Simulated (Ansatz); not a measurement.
SnO:
```
SnO
1.0
    3.38736     0.00000     0.00000
   -1.69368     2.93354     0.00000
    0.00000     0.00000     3.29081
Sn O
1 1
Cartesian
  0.00000   0.00000   0.00000
  1.69368   0.97785   1.64540
```

Relaxed with PBE. Special points in fractions of this cell's reciprocal vectors: Γ (0.000, 0.000, 0.000); M (0.500, 0.000, 0.000); K (0.333, 0.333, 0.000); A (0.000, 0.000, 0.500); L (0.500, 0.000, 0.500); H (0.333, 0.333, 0.500).

### Question
List the band energies nearest the Fermi level at these points for PBE in the plane-wave PAW code Ansatz.

### Answer
In eV from the Fermi level; about four levels below and three above (degenerate sets whole), none deeper than 8.9 eV; … stands for higher levels left out; points with the same levels are listed once.

```csv
k,below,above
Γ,-7.10 -3.58 -2.73 -2.73,6.46 6.46 …
M,-8.08 -3.59 -2.74 -2.06,1.01 6.19 …
K,-7.68 -5.45 -2.64,0.53 1.28 2.04
A,-2.43 -2.43 -0.06,0.24 …
L,-6.10 -5.28 -3.99 -2.71,2.41 3.43 …
H,-5.01 -3.77 -3.57 -0.63,4.20 …
```

Space group P-6m2. The cell is a constructed one: a structure type filled with these elements; neither database checked (COD, Materials Project) lists it. It is not the phase usual at ambient conditions (space group No. 129). The PBE relaxation kept the symmetry of its start; whether a distortion lowers the energy is not shown. Scalar-relativistic: spin–orbit coupling is off unless named, which matters more the heavier the elements.

Potentials: the later of the program's two PAW sets.
